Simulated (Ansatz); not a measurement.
Mg$_{2}$Ge (anti-fluorite, Fm-3m) at seven volumes, the program Ansatz at the LDA level (PAW), scaled uniformly. One row is withheld.

```json
[
 {"V (Å³/atom)": "18.834", "P (GPa)": "6.46"},
 {"V (Å³/atom)": "19.455", "P (GPa)": "3.97"},
 {"V (Å³/atom)": "20.076", "P (GPa)": "?"},
 {"V (Å³/atom)": "20.697", "P (GPa)": "0.00"},
 {"V (Å³/atom)": "21.317", "P (GPa)": "-1.57"},
 {"V (Å³/atom)": "21.938", "P (GPa)": "-2.91"},
 {"V (Å³/atom)": "22.559", "P (GPa)": "-4.06"}
]
```

Q: Fit the shown pressures and predict the withheld one.

A: P = (3/2)B₀(x^(7/2) − x^(5/2))[1 + (3/4)(B′ − 4)(x − 1)] with x = (V₀/V)^(2/3). Least squares on the six rows gives V₀ = 20.697 Å³/atom, B₀ = 56.4 GPa, B′ = 4.14. At V = 20.076, x = 1.0205 and P = 1.83 GPa. The run itself gave 1.83 GPa.

Symmetry was held in the LDA relaxation; phonons on a q-mesh show no instability.

Potentials: the later of the program's two PAW sets.
